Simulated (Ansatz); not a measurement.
HfB₂:
```yaml
crystal:
  lattice:
    - [3.13590, 0.00000, 0.00000]
    - [-1.56795, 2.71577, 0.00000]
    - [0.00000, 0.00000, 3.48073]
  atoms:
    - { symbol: Hf, position: [0.00000, 0.00000, 0.00000] }
    - { symbol: B, position: [0.33333, 0.66667, 0.50000] }
    - { symbol: B, position: [0.66667, 0.33333, 0.50000] }
```

Relaxed with r²SCAN.

### Question
Map the valence electron density (e/Å³), cut off at 2 on the plane through (0.000, 0.000, 0.000) spanned by u = [0, 0, 1] and v = [1, -1, 0] in lattice vectors, from r²SCAN in the plane-wave PAW code Ansatz.

### Answer
x is the fraction of u, y of v (the angle between them is 90°; rows are the nearest grid lines); atoms in the plane: Hf at (0.00, 0.00), B at (0.50, 0.33), B at (0.50, 0.67).
```
|999992000000299999|
|999981000000189999|
|999951000000159999|
|995210001100012599|
|221101111111101122|
|000001122221100000|
|000011222222110000|
|000012221122210000|
|000012220022210000|
|000011233332110000|
|000011233332110000|
|000001223322100000|
|000001223322100000|
|000011233332110000|
|000011233332110000|
|000012220022210000|
|000012221122210000|
|000011222222110000|
|000001122221100000|
|221101111111101122|
|995210001100012599|
|999951000000159999|
|999981000000189999|
|999992000000299999|
```
Scale: ten equal steps from 0.160 (start of '0') to 2.00 (end of '9'), in the order '0123456789'; x runs from 0.000 to 1.00, y from 0.000 (bottom) to 1.00 (top).

The density is the valence pseudo-density with augmentation charge, so density and ELF within about 1 Å of a nucleus are not all-electron values.

Space group P6/mmm. The r²SCAN relaxation kept the symmetry of its start; of distortions, only those at the zone centre were tested. No spin polarisation was allowed. Scalar-relativistic: spin–orbit coupling is off unless named, which matters more the heavier the elements.

Potentials: the later of the program's two PAW sets.
